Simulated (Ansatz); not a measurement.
Suppose SiN takes space group Pmna (No. 53), with Si on 4g; N on 4h. Recipe of this trial structure of SiN: 3-, 4-connected net, elements by coordination.

Computed with DFT PBE, scalar-relativistic, plane waves, PAW (Ansatz 0.2.0). Cutoff 420 eV, Γ-centred mesh, Gaussian smearing, no spin polarisation.

Energies over the elements count from the elements' standard structures at the same level (N₂ as a molecule), with no fitted energy shifts.

Task: Predict the relaxed structure.

Result:

Space group Pmna (No. 53). a = 5.822 Å, b = 3.980 Å, c = 4.006 Å, α = 90.00°, β = 90.00°, γ = 90.00°
```tsv
atom	site	symmetry	x	y	z
Si	4g	.2.	0.2500	0.3388	0.2500
N	4h	m..	0.0000	0.0955	0.1580
```

Around Si lie 2 N at 1.79 Å and 2 Si at 2.38 Å; N is surrounded by 1 N at 1.48 Å and 2 Si at 1.79 Å. Another local minimum with the same sites may exist.

Task: Where does its energy lie, and is it a metal?

Result: The energy over the elements is +0.121 eV/atom and the gap on the 6×8×8 mesh of the 8-atom cell is 0.84 eV. A positive value: parting into the elements would lower its energy.

The last run used Gaussian smearing of 0.02 eV. Kohn–Sham gaps at this level usually fall short of measured ones. A structure relaxed within its symmetry needn't be a true minimum.
